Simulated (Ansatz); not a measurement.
Consider the following.

LiCl (rock salt)

```
LiCl
1.0
    0.00000     5.15039     5.15039
    2.57520     0.00000     2.57520
    2.57520     2.57520     0.00000
Cl Li
2 2
Cartesian
  0.00000   0.00000   0.00000
  2.57520   2.57520   5.15039
  2.57520   2.57520   2.57520
  2.57520   5.15039   5.15039
```

A phonon eigenvector at L = (0.5, 0.0, 0.0) is frozen into this cell: atom i moves by Q times the vector below, so Q is the largest atomic displacement, in Å. The cell is held. (q is in reciprocal vectors of the primitive cell; the cell shown is doubled to hold the pattern.)

```json
[
 {"atom": "Li3", "x": "-0.577", "y": "0.577", "z": "0.577"},
 {"atom": "Li4", "x": "0.577", "y": "-0.577", "z": "-0.577"}
]
```

Atoms not listed stay in place.

The numbers are results of PBE (plane waves to 420 eV, PAW, scalar-relativistic; Ansatz, a first-principles code), not measurements. k mesh 11×11×11 (Γ-centred), Fermi-Dirac smearing 0.05 eV. E stands for the smeared free energy. LiCl was relaxed with its symmetry unable to fall. ΔE is measured from the undisplaced structure.

The scan covers Q from -0.180 to 0.180 Å in 13 points.

**Question.** Which space group does the distorted structure have?

**Answer.** R-3m (No. 166), lowered from Fm-3m.

**Question.** Is this a single well or a double well?

**Answer.** A single well with its minimum at or next to zero displacement.

**Question.** What is the energy change at Q = 0.180 Å?

**Answer.** 123.7 meV/cell.

**Question.** What harmonic wavenumber does the curvature at Q = 0 give?

**Answer.** 387 cm⁻¹.

(For displaced atoms, the force is minus the slope of the energy, and its curvature is a force constant, which sets phonon frequencies.)
